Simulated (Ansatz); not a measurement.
input.yaml

```yaml
crystal:
  lattice:
    - [3.9688582661, 0.0, 0.0]
    - [-1.984429133, 3.4371320825, 0.0]
    - [0.0, 0.0, 9.9751482743]
  atoms:
    - { symbol: Ni, position: [0.0, 0.0, 0.3734551911] }
    - { symbol: Ni, position: [0.0, 0.0, 0.8785156044] }
    - { symbol: Ni, position: [0.0, 0.0, 0.1214843956] }
    - { symbol: Ni, position: [0.0, 0.0, 0.6265448089] }
    - { symbol: Ni, position: [0.6666666667, 0.3333333333, 0.5] }
    - { symbol: Ni, position: [0.3333333333, 0.6666666667, 0.2454604972] }
    - { symbol: Ni, position: [0.3333333333, 0.6666666667, 0.7545395028] }
    - { symbol: Ge, position: [0.6666666667, 0.3333333333, 0.2416436346] }
    - { symbol: Ge, position: [0.6666666667, 0.3333333333, 0.7583563654] }
    - { symbol: Ge, position: [0.3333333333, 0.6666666667, 0.0] }
    - { symbol: Ge, position: [0.3333333333, 0.6666666667, 0.5] }
basis:
  ecutwfc: 420
kpoints:
  mp_grid: { grid: [12, 12, 4] }
hamiltonian:
  xc: pbesol
scf:
  occupations: { method: gaussian, width: 0.1 }
output:
  forces: true
  stress: true
  eigenvalues: true
relax:
  adjacent_minimum: "off"
  f_tol: 0.01
  max_steps: 30
  cell: { stress_tol: 0.1, fix: [volume] }
```

Launched with
```bash
ansatz run input.yaml --threads 2 --pin off --max-ram 5120MiB --backend cpu --events-out ev --progress --plain --runs-dir out
```

Level of theory: Ansatz 0.2.0, DFT PBEsol, scalar-relativistic, plane waves, PAW.

Abridged output:

```
Pseudopotentials: kind: paw
Pseudopotential: Ni, paw, valence charge 18, recommended cutoff 420 eV (normal)
Pseudopotential: Ge, paw, valence charge 14, recommended cutoff 420 eV (normal)
Functional definition: PBEsol
Crystal: 11 atoms, lattice volume = 136.076 Å³
Basis set: ecut = 420 eV, 2685 PW (Γ), exchange–correlation on 54×54×144 points (8 copies of the dense FFT grid, shifted against one another)
Bands: 110, of which v1, the nominal top of the filled ones, is band 91 counted from 1 (90 counted from 0)
Symmetry: 12 space group operations
Space group: P-6m2 (ITA 187), of the structure as read, at distance tolerance 5.1e-5 Å
k-points: 57 of 576 (time reversal used)
Initial density: superposition of atomic densities (neutral atoms: chi_scale 0, normalization atom), corrected by the library's trained network
Initial wavefunctions: pseudopotential atomic-orbital guess
Functional: x = pbesol(κ = 0.804, μ = 0.12345679), c = pbesol(β = 0.046)
SCF iter   1: F=—  HF=-57652.347032 eV  |F-HF|=—  |Δ(HF+E_count)|=         —  Δρ=1.98e-2  dr2=3.08e-1  ethr=1.77e-3  ⟨swp⟩=5.1  Hψ=19657  notcnv=0  defer=302
SCF iter   2: F=—  HF=-57652.460607 eV  |F-HF|=—  |Δ(HF+E_count)|=   1.14e-1  Δρ=3.31e-2  dr2=8.21e-1  ethr=1.69e-4  ⟨swp⟩=2.1  Hψ=12855  notcnv=0  defer=657
SCF iter   3: F=—  HF=-57652.300756 eV  |F-HF|=—  |Δ(HF+E_count)|=   1.60e-1  Δρ=5.73e-3  dr2=2.77e-2  ethr=1.69e-4  ⟨swp⟩=2.1  Hψ=11177  notcnv=0  defer=657
SCF iter   4: F=—  HF=-57652.296890 eV  |F-HF|=—  |Δ(HF+E_count)|=   3.87e-3  Δρ=1.39e-3  dr2=1.59e-3  ethr=1.52e-5  ⟨swp⟩=1.8  Hψ=7629  notcnv=0  defer=652
SCF iter   5: F=—  HF=-57652.296608 eV  |F-HF|=—  |Δ(HF+E_count)|=   2.82e-4  Δρ=6.72e-4  dr2=4.57e-4  ethr=8.76e-7  ⟨swp⟩=2.0  Hψ=9456  notcnv=0  defer=652
SCF iter   6: F=—  HF=-57652.296571 eV  |F-HF|=—  |Δ(HF+E_count)|=   3.69e-5  Δρ=1.78e-4  dr2=3.99e-5  ethr=2.51e-7  ⟨swp⟩=2.0  Hψ=6422  notcnv=0  defer=652
SCF iter   7: F=—  HF=-57652.296519 eV  |F-HF|=—  |Δ(HF+E_count)|=   5.17e-5  Δρ=8.69e-5  dr2=1.00e-5  ethr=2.19e-8  ⟨swp⟩=1.0  Hψ=5613  notcnv=0  defer=652
SCF iter   8: F=—  HF=-57652.296519 eV  |F-HF|=—  |Δ(HF+E_count)|=   3.96e-7  Δρ=3.74e-5  dr2=1.37e-6  ethr=5.52e-9  ⟨swp⟩=1.2  Hψ=5789  notcnv=0  defer=652
SCF iter   9: F=—  HF=-57652.296519 eV  |F-HF|=—  |Δ(HF+E_count)|=   5.54e-8  Δρ=1.47e-5  dr2=2.23e-7  ethr=7.51e-10  ⟨swp⟩=2.1  Hψ=7764  notcnv=0  defer=652
SCF iter  10: F=-57652.296519 eV  HF=-57652.296519 eV  |F-HF|=2.56e-8  |Δ(HF+E_count)|=   1.37e-8  Δρ=4.91e-6  dr2=2.79e-8  ethr=5.49e-11  ⟨swp⟩=9.0  Hψ=28243  notcnv=0
SCF 1 converged in 10 iterations: F = -57652.296519 eV  dr2 = 2.79e-8
relax step   1: F+E_penalty+E_count = -57652.29651885 eV  Δ(F+E_penalty+E_count) = +0.000e0 eV  max|allowed force component| = 6.210e-2 eV/Å  Δτ_max = 0.0000 Å  P = -5.228 GPa  Ω = 136.076 Å³  fix = [volume]  reactions: volume -5.228 GPa (10 SCF iters, dr2 threshold 1.00e-7 eV, accepted)
Initial density: handed on by an earlier stage of this run
Initial wavefunctions: those handed on with the density
SCF iter   1: F=—  HF=-57652.297702 eV  |F-HF|=—  |Δ(HF+E_count)|=         —  Δρ=4.21e-4  dr2=1.21e-4  ethr=6.51e-8  ⟨swp⟩=2.0  Hψ=24171  notcnv=0
SCF iter   2: F=—  HF=-57652.297617 eV  |F-HF|=—  |Δ(HF+E_count)|=   8.48e-5  Δρ=1.73e-4  dr2=4.73e-5  ethr=6.51e-8  ⟨swp⟩=2.0  Hψ=10192  notcnv=0
SCF iter   3: F=—  HF=-57652.297611 eV  |F-HF|=—  |Δ(HF+E_count)|=   6.23e-6  Δρ=2.53e-4  dr2=5.99e-5  ethr=2.60e-8  ⟨swp⟩=2.0  Hψ=11339  notcnv=0
SCF iter   4: F=—  HF=-57652.297607 eV  |F-HF|=—  |Δ(HF+E_count)|=   3.78e-6  Δρ=1.40e-4  dr2=1.83e-5  ethr=2.60e-8  ⟨swp⟩=1.0  Hψ=6270  notcnv=0
SCF iter   5: F=—  HF=-57652.297605 eV  |F-HF|=—  |Δ(HF+E_count)|=   1.97e-6  Δρ=4.12e-5  dr2=1.74e-6  ethr=1.01e-8  ⟨swp⟩=1.6  Hψ=6362  notcnv=0
SCF iter   6: F=-57652.297605 eV  HF=-57652.297605 eV  |F-HF|=6.70e-8  |Δ(HF+E_count)|=   1.45e-7  Δρ=8.02e-6  dr2=7.93e-8  ethr=2.38e-10  ⟨swp⟩=3.1  Hψ=23550  notcnv=0
SCF 2 converged in 6 iterations: F = -57652.297605 eV  dr2 = 7.93e-8
relax step   2: F+E_penalty+E_count = -57652.29760526 eV  Δ(F+E_penalty+E_count) = -1.086e-3 eV  max|allowed force component| = 4.453e-2 eV/Å  Δτ_max = 0.0057 Å  P = -5.175 GPa  Ω = 136.076 Å³  energy of the carried Pulay correction = +4.410e-15 eV  fix = [volume]  reactions: volume -5.175 GPa (6 SCF iters, dr2 threshold 4.33e-7 eV, accepted)
SCF iter   1: F=—  HF=-57652.298848 eV  |F-HF|=—  |Δ(HF+E_count)|=         —  Δρ=1.09e-3  dr2=2.80e-3  ethr=1.56e-6  ⟨swp⟩=2.2  Hψ=24815  notcnv=0
SCF iter   2: F=—  HF=-57652.298703 eV  |F-HF|=—  |Δ(HF+E_count)|=   1.45e-4  Δρ=3.25e-4  dr2=1.18e-4  ethr=1.54e-6  ⟨swp⟩=1.3  Hψ=6384  notcnv=0
SCF iter   3: F=—  HF=-57652.298615 eV  |F-HF|=—  |Δ(HF+E_count)|=   8.86e-5  Δρ=1.89e-4  dr2=9.04e-5  ethr=6.47e-8  ⟨swp⟩=2.0  Hψ=11159  notcnv=0
SCF iter   4: F=—  HF=-57652.298607 eV  |F-HF|=—  |Δ(HF+E_count)|=   8.03e-6  Δρ=1.37e-4  dr2=3.82e-5  ethr=4.97e-8  ⟨swp⟩=1.9  Hψ=6739  notcnv=0
SCF iter   5: F=—  HF=-57652.298604 eV  |F-HF|=—  |Δ(HF+E_count)|=   2.67e-6  Δρ=2.96e-5  dr2=1.95e-6  ethr=2.10e-8  ⟨swp⟩=1.0  Hψ=6270  notcnv=0
SCF iter   6: F=—  HF=-57652.298604 eV  |F-HF|=—  |Δ(HF+E_count)|=   6.08e-8  Δρ=1.91e-5  dr2=3.77e-7  ethr=1.07e-9  ⟨swp⟩=2.2  Hψ=7644  notcnv=0
SCF iter   7: F=-57652.298604 eV  HF=-57652.298604 eV  |F-HF|=2.77e-8  |Δ(HF+E_count)|=   2.33e-8  Δρ=5.35e-6  dr2=2.97e-8  ethr=6.81e-11  ⟨swp⟩=4.1  Hψ=22138  notcnv=0
SCF 3 converged in 7 iterations: F = -57652.298604 eV  dr2 = 2.97e-8
relax step   3: F+E_penalty+E_count = -57652.29860372 eV  Δ(F+E_penalty+E_count) = -9.985e-4 eV  max|allowed force component| = 2.130e-2 eV/Å  Δτ_max = 0.0115 Å  P = -5.076 GPa  Ω = 136.076 Å³  energy of the carried Pulay correction = -7.551e-18 eV  fix = [volume]  reactions: volume -5.076 GPa (7 SCF iters, dr2 threshold 1.24e-7 eV, accepted)
SCF iter   1: F=—  HF=-57652.299140 eV  |F-HF|=—  |Δ(HF+E_count)|=         —  Δρ=9.44e-4  dr2=3.85e-3  ethr=2.17e-6  ⟨swp⟩=1.9  Hψ=19556  notcnv=0
SCF iter   2: F=—  HF=-57652.298993 eV  |F-HF|=—  |Δ(HF+E_count)|=   1.47e-4  Δρ=6.66e-4  dr2=8.67e-4  ethr=2.11e-6  ⟨swp⟩=2.0  Hψ=8540  notcnv=0
SCF iter   3: F=—  HF=-57652.298796 eV  |F-HF|=—  |Δ(HF+E_count)|=   1.97e-4  Δρ=3.98e-4  dr2=1.37e-4  ethr=4.76e-7  ⟨swp⟩=2.0  Hψ=8681  notcnv=0
SCF iter   4: F=—  HF=-57652.298765 eV  |F-HF|=—  |Δ(HF+E_count)|=   3.08e-5  Δρ=1.53e-4  dr2=3.53e-5  ethr=7.52e-8  ⟨swp⟩=2.0  Hψ=8295  notcnv=0
SCF iter   5: F=—  HF=-57652.298691 eV  |F-HF|=—  |Δ(HF+E_count)|=   7.43e-5  Δρ=7.86e-5  dr2=9.87e-6  ethr=1.94e-8  ⟨swp⟩=1.0  Hψ=6270  notcnv=0
SCF iter   6: F=—  HF=-57652.298697 eV  |F-HF|=—  |Δ(HF+E_count)|=   5.88e-6  Δρ=3.38e-5  dr2=1.59e-6  ethr=5.42e-9  ⟨swp⟩=1.0  Hψ=6270  notcnv=0
SCF iter   7: F=—  HF=-57652.298696 eV  |F-HF|=—  |Δ(HF+E_count)|=   5.79e-8  Δρ=1.15e-5  dr2=1.69e-7  ethr=8.76e-10  ⟨swp⟩=1.0  Hψ=6270  notcnv=0
SCF iter   8: F=-57652.298696 eV  HF=-57652.298696 eV  |F-HF|=5.79e-9  |Δ(HF+E_count)|=   5.63e-9  Δρ=2.65e-6  dr2=6.72e-9  ethr=1.56e-11  ⟨swp⟩=3.1  Hψ=23209  notcnv=0
SCF 4 converged in 8 iterations: F = -57652.298696 eV  dr2 = 6.72e-9
relax step   4: F+E_penalty+E_count = -57652.29869647 eV  Δ(F+E_penalty+E_count) = -9.275e-5 eV  max|allowed force component| = 1.720e-2 eV/Å  Δτ_max = 0.0087 Å  P = -5.056 GPa  Ω = 136.076 Å³  energy of the carried Pulay correction = -3.776e-17 eV  fix = [volume]  reactions: volume -5.056 GPa (8 SCF iters, dr2 threshold 2.84e-8 eV, accepted)
SCF iter   1: F=—  HF=-57652.298947 eV  |F-HF|=—  |Δ(HF+E_count)|=         —  Δρ=3.30e-4  dr2=1.43e-4  ethr=8.32e-8  ⟨swp⟩=2.0  Hψ=20756  notcnv=0
SCF iter   2: F=—  HF=-57652.298935 eV  |F-HF|=—  |Δ(HF+E_count)|=   1.17e-5  Δρ=2.15e-4  dr2=1.14e-4  ethr=7.85e-8  ⟨swp⟩=2.0  Hψ=10722  notcnv=0
SCF iter   3: F=—  HF=-57652.298899 eV  |F-HF|=—  |Δ(HF+E_count)|=   3.60e-5  Δρ=8.77e-5  dr2=6.78e-6  ethr=6.24e-8  ⟨swp⟩=2.0  Hψ=8675  notcnv=0
SCF iter   4: F=—  HF=-57652.298811 eV  |F-HF|=—  |Δ(HF+E_count)|=   8.81e-5  Δρ=2.00e-5  dr2=2.92e-7  ethr=3.73e-9  ⟨swp⟩=2.0  Hψ=8094  notcnv=0
SCF iter   5: F=—  HF=-57652.298811 eV  |F-HF|=—  |Δ(HF+E_count)|=   1.84e-8  Δρ=1.30e-5  dr2=1.72e-7  ethr=1.60e-10  ⟨swp⟩=2.0  Hψ=11417  notcnv=0
SCF iter   6: F=—  HF=-57652.298811 eV  |F-HF|=—  |Δ(HF+E_count)|=   1.18e-8  Δρ=6.36e-6  dr2=4.36e-8  ethr=9.43e-11  ⟨swp⟩=1.3  Hψ=6355  notcnv=0
SCF iter   7: F=-57652.298811 eV  HF=-57652.298811 eV  |F-HF|=2.72e-9  |Δ(HF+E_count)|=   2.52e-9  Δρ=1.65e-6  dr2=2.64e-9  ethr=1.02e-11  ⟨swp⟩=4.0  Hψ=19166  notcnv=0
SCF 5 converged in 7 iterations: F = -57652.298811 eV  dr2 = 2.64e-9
relax step   5: F+E_penalty+E_count = -57652.29881083 eV  Δ(F+E_penalty+E_count) = -1.144e-4 eV  max|allowed force component| = 5.065e-4 eV/Å  Δτ_max = 0.0033 Å  P = -5.046 GPa  Ω = 136.076 Å³  energy of the carried Pulay correction = -3.021e-17 eV  fix = [volume]  reactions: volume -5.046 GPa (7 SCF iters, dr2 threshold 1.85e-8 eV, accepted)
Initial wavefunctions: pseudopotential atomic-orbital guess (no wavefunctions were taken with the density)
SCF iter   1: F=—  HF=-57652.298839 eV  |F-HF|=—  |Δ(HF+E_count)|=         —  Δρ=2.23e-4  dr2=1.40e-6  ethr=9.38e-8  ⟨swp⟩=3.2  Hψ=37571  notcnv=0
SCF iter   2: F=—  HF=-57652.298807 eV  |F-HF|=—  |Δ(HF+E_count)|=   3.12e-5  Δρ=4.52e-6  dr2=1.90e-8  ethr=7.68e-10  ⟨swp⟩=2.0  Hψ=10592  notcnv=0
SCF iter   3: F=—  HF=-57652.298807 eV  |F-HF|=—  |Δ(HF+E_count)|=   2.68e-9  Δρ=6.21e-6  dr2=3.11e-8  ethr=1.00e-12  ⟨swp⟩=7.4  Hψ=32252  notcnv=0
SCF iter   4: F=—  HF=-57652.298807 eV  |F-HF|=—  |Δ(HF+E_count)|=   4.07e-9  Δρ=1.41e-6  dr2=1.67e-9  ethr=1.04e-11  ⟨swp⟩=2.0  Hψ=10499  notcnv=0
SCF iter   5: F=-57652.298807 eV  HF=-57652.298807 eV  |F-HF|=1.38e-10  |Δ(HF+E_count)|=  2.11e-10  Δρ=3.85e-7  dr2=1.25e-10  ethr=1.00e-12  ⟨swp⟩=4.1  Hψ=22114  notcnv=0
SCF 6 converged in 5 iterations: F = -57652.298807 eV  dr2 = 1.25e-10
SCF converged after 5 iterations
Free energy (F): -57652.298807 eV
Harris-Foulkes:  -57652.298807 eV  (|F-HF|=1.38e-10)
Internal energy: -57652.262069 eV  (E = F + TS)
E sigma→0 (E₀):  -57652.280438 eV
Entropy (-TS):   -0.036738 eV (-3.340 meV/atom)
Fermi energy:    16.558679 eV
--- Per-component energies (eV) ---
  E_band       = -2360.782983
  E_kinetic    = 2446.862888
  E_local      = -35134.633233  (includes V_loc(G=0)·N_el)
  E_nonlocal   = 6166.112789
  E_hartree    = 15081.522910
  E_xc         = -895.658685
  E_vxc        = -1030.457714  (∫ρ·V_xc dr)
  E_paw        = -19110.933986  (= ΣΔE_a)
  E_vpaw       = -4971.716691  (= ΣTr[D̂ρ^β])
  E_aug_tail   = 0.003895  (compensation charges beyond the density's cutoff)
  E_ewald      = -26210.591413
  E_core_change = 5.052767  (= ΣΔE_core)
  E_smearing   = -0.036738  (= −TS)
--- Forces (eV/Å), atoms counted from 1 ---
  atom   1  Ni     0.00000000     0.00000000    -0.00020469
  atom   2  Ni     0.00000000     0.00000000    -0.00049692
  atom   3  Ni     0.00000000     0.00000000     0.00049692
  atom   4  Ni     0.00000000     0.00000000     0.00020469
  atom   5  Ni     0.00000000     0.00000000     0.00000000
  atom   6  Ni     0.00000000     0.00000000     0.00018027
  atom   7  Ni     0.00000000     0.00000000    -0.00018027
  atom   8  Ge     0.00000000     0.00000000     0.00018843
  atom   9  Ge     0.00000000     0.00000000    -0.00018843
  atom  10  Ge     0.00000000     0.00000000     0.00000000
  atom  11  Ge     0.00000000     0.00000000     0.00000000
--- Stress (GPa, compression-positive) ---
       -5.047114       0.000000       0.000000
        0.000000      -5.047114       0.000000
        0.000000       0.000000      -5.044749
  P = ⅓ Tr σ = -5.0463 GPa (-50.463 kbar)
--- Band table (eV; the first three rows and the last of 57) ---
  k-point 0: bands = ["-86.5899", "-86.5899", "-86.5174", "-86.3095", "-86.3051", "-86.1773", "-86.1695", "-47.1967", "-47.1967", "-47.1967", "-47.1967", "-47.1378", "-47.1378", "-47.0842", "-47.0840", "-46.9927", "-46.9468", "-46.8952", "-46.8434", "-46.8434", "-46.8407", "-46.8407", "-46.7962", "-46.7214", "-46.7175", "-46.7175", "-46.7102", "-46.7102", "-8.2568", "-8.2329", "-8.2315", "-8.2224", "-8.2224", "-8.2046", "-8.2046", "-8.1899", "-8.1899", "-8.1888", "-8.1888", "-8.1523", "-8.1523", "-8.1520", "-8.1520", "-7.9980", "-7.9848", "-7.9848", "-7.9816", "-7.9816", "3.8064", "5.0856", "5.6015", "8.1790", "10.5984", "11.7894", "11.7894", "12.1359", "12.1359", "12.4293", "12.4293", "12.5 ...
  k-point 1: bands = ["-86.5899", "-86.5899", "-86.5174", "-86.3095", "-86.3051", "-86.1773", "-86.1695", "-47.1967", "-47.1967", "-47.1967", "-47.1967", "-47.1378", "-47.1378", "-47.0842", "-47.0841", "-46.9927", "-46.9460", "-46.8968", "-46.8434", "-46.8434", "-46.8407", "-46.8407", "-46.7950", "-46.7219", "-46.7175", "-46.7175", "-46.7102", "-46.7102", "-8.2568", "-8.2327", "-8.2316", "-8.2224", "-8.2224", "-8.2046", "-8.2046", "-8.1898", "-8.1898", "-8.1889", "-8.1889", "-8.1527", "-8.1527", "-8.1517", "-8.1517", "-7.9980", "-7.9848", "-7.9848", "-7.9816", "-7.9816", "3.8720", "4.7324", "6.0885", "7.8172", "10.9448", "11.7991", "11.7991", "12.0914", "12.0914", "12.2083", "12.4903", "12.4 ...
  k-point 2: bands = ["-86.5899", "-86.5899", "-86.5174", "-86.3095", "-86.3051", "-86.1773", "-86.1695", "-47.1967", "-47.1967", "-47.1967", "-47.1967", "-47.1378", "-47.1378", "-47.0842", "-47.0841", "-46.9927", "-46.9451", "-46.8983", "-46.8434", "-46.8434", "-46.8407", "-46.8407", "-46.7938", "-46.7224", "-46.7175", "-46.7175", "-46.7102", "-46.7102", "-8.2568", "-8.2325", "-8.2318", "-8.2224", "-8.2224", "-8.2047", "-8.2047", "-8.1896", "-8.1896", "-8.1890", "-8.1890", "-8.1529", "-8.1529", "-8.1515", "-8.1515", "-7.9980", "-7.9848", "-7.9848", "-7.9816", "-7.9816", "3.9702", "4.4820", "6.6012", "7.3238", "11.5993", "11.6020", "11.8104", "11.8104", "12.0536", "12.0536", "12.5475", "12.5 ...
  k-point 56: bands = ["-86.5897", "-86.5897", "-86.5172", "-86.3098", "-86.3052", "-86.1773", "-86.1695", "-47.1981", "-47.1981", "-47.1974", "-47.1973", "-47.1397", "-47.1390", "-47.0855", "-47.0853", "-46.9949", "-46.9411", "-46.8985", "-46.8452", "-46.8421", "-46.8407", "-46.8367", "-46.7937", "-46.7220", "-46.7176", "-46.7173", "-46.7102", "-46.7100", "-8.2510", "-8.2296", "-8.2283", "-8.2274", "-8.2143", "-8.2037", "-8.1988", "-8.1969", "-8.1947", "-8.1933", "-8.1878", "-8.1555", "-8.1550", "-8.1527", "-8.1521", "-7.9939", "-7.9843", "-7.9831", "-7.9817", "-7.9814", "6.7457", "6.9043", "7.0553", "7.6532", "9.9717", "10.4084", "10.7917", "10.8025", "10.8937", "11.9311", "12.5267", "12.5 ...
--- Relaxed structure (5 steps of the walk, 5 accepted, 1 SCFs on fresh bases) ---
  F+E_penalty+E_count = -57652.29880744 eV   max|allowed force component| = 4.969e-4 eV/Å   (the final SCF, on the basis selected at the relaxed cell)
  cell:  # Å, volume = 136.0759 Å³
    - [3.96398699, 0.0, 0.0]
    - [-1.98199349, 3.43291343, 0.0]
    - [0.0, 0.0, 9.99967990]
  atoms:
    - { symbol: Ni, position: [0.0, 0.0, 0.37336403] }
    - { symbol: Ni, position: [0.0, 0.0, 0.87845577] }
    - { symbol: Ni, position: [0.0, 0.0, 0.12154422] }
    - { symbol: Ni, position: [0.0, 0.0, 0.62663596] }
    - { symbol: Ni, position: [0.66666666, 0.33333333, 0.49999999] }
    - { symbol: Ni, position: [0.33333333, 0.66666666, 0.24440488] }
    - { symbol: Ni, position: [0.33333333, 0.66666666, 0.75559511] }
    - { symbol: Ge, position: [0.66666666, 0.33333333, 0.24378537] }
    - { symbol: Ge, position: [0.66666666, 0.33333333, 0.75621462] }
    - { symbol: Ge, position: [0.33333333, 0.66666666, 0.0] }
    - { symbol: Ge, position: [0.33333333, 0.66666666, 0.49999999] }
```

The relaxation met its thresholds.

The run took 3.4 min on 2 threads of Intel(R) Xeon(R) Platinum 8488C (Sapphire Rapids), on a shared host, peak memory 0.98 GiB.